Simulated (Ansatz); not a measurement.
All-electron LAPW in Ansatz 0.2.0 under PBEsol, scalar-relativistic, energies extrapolated to zero smearing. Slabs are 1×1 cells cut from bulk crystals relaxed on PAW files, with atoms then relaxed, 16 to 20 Å of vacuum, a dipole correction, k spacings of 0.16 to 0.26 Å⁻¹ and smearing of 0.02 to 0.1 eV, without spin–orbit coupling or spin polarisation. The bulk type named needn't be the stable one, and no reconstruction is allowed.

| slab | area (Å²) | γ (J/m²) | Φ (eV) | Δd12 (%) |
| --- | --- | --- | --- | --- |
| fcc Pt (110), 5 layers | 10.86 | 2.29 | 5.23 | ? |
| fcc Pt (100), 5 layers | 7.68 | 2.26 | 5.78 | ? |
| fcc Pt (100), 6 layers | 7.68 | 2.25 | 5.78 | -2.6 |

(1) What belongs in the row "fcc Pt (100), 5 layers", column "Δd12 (%)"?

(2) Give the missing entry: row "fcc Pt (110), 5 layers", column "Δd12 (%)".

Results:

(1) -2.7.

(2) -15.7.
